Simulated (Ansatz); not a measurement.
**Ionic part of the dielectric constant of MgAl₂C₂ at 8 GPa, mode by mode**

Computed with DFT LDA, scalar-relativistic, plane waves, PAW in Ansatz. Settings: 420 eV plane-wave cutoff, Γ-centred 12×12×6 mesh, fixed occupations. No spin polarisation. Phonons by linear response, acoustic sum rule imposed.

Symmetry: P-3m1, No. 164, trigonal system. Conventional cell: a = 3.303 Å, b = 3.303 Å, c = 5.568 Å, α = 90.00°, β = 90.00°, γ = 120.00°. Mg (site symmetry -3m) is surrounded by 6 C at 2.41 Å and 6 Al at 2.72 Å. Al (site symmetry 3m) is surrounded by 4 C at 1.96 to 2.15 Å. Around C (site symmetry 3m) lie 4 Al at 1.96 to 2.15 Å.

Other phases may be more stable at this pressure.

The primitive cell has V = 52.61 Å³ and ε∞,zz = 8.386. Each polar mode adds Δε = (4.92064×10⁷/V)·S/ν² along z, with S its oscillator strength in e²/amu, ν in cm⁻¹ and V in Å³.

Question: From these modes, find each Δε and ε0,zz.
| ν (cm⁻¹) | S_zz (e²/amu) |
| --- | --- |
| 341.3 | 1.949 |
| 507.6 | 0.5699 |

Answer:
```csv
ν (cm⁻¹),Δε
341.3,15.65
507.6,2.07
```

The sum is 17.716, so ε0,zz = 26.10; the run's tensor has 26.10.

Question: Where do the longitudinal modes lie for a wave vector along z?

Answer: At 458, 667 cm⁻¹. The Lyddane–Sachs–Teller product Π(ν_LO/ν_TO)² = 3.11 matches ε0/ε∞ = 3.11.

Cost: 1 run of about 4.2 core-minutes, on Arm Neoverse V2 (shared hosts).